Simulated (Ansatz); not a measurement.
NaC₈ in space group P6/mmm (No. 191; C on 6l, C on 2c, Na on 1b) at seven volumes, PBE+D3(BJ) in the plane-wave PAW code Ansatz, shape and atoms relaxed at each. One row is withheld.

| V (Å³/atom) | P (GPa) |
|---|---|
| 9.734 | 5.96 |
| 10.055 | 3.64 |
| 10.376 | 1.70 |
| 10.696 | 0.00 |
| 11.017 | -1.33 |
| 11.338 | -2.24 |
| 11.659 | ? |

Q: Fit the shown pressures and predict the withheld one.

A: P = (3/2)B₀(x^(7/2) − x^(5/2))[1 + (3/4)(B′ − 4)(x − 1)] with x = (V₀/V)^(2/3). Least squares on the six rows gives V₀ = 10.707 Å³/atom, B₀ = 47.6 GPa, B′ = 5.85. At V = 11.659, x = 0.9448 and P = -3.16 GPa. The run itself gave -2.62 GPa.

A made-up cell: these elements were put on the sites of a structure type; neither database checked (COD, Materials Project) lists it. Whether it is the stable phase at ambient conditions was not checked. Symmetry was held in the PBE+D3(BJ) relaxation; of distortions, only those at the zone centre were tested.

Potentials: the later of the program's two PAW sets.
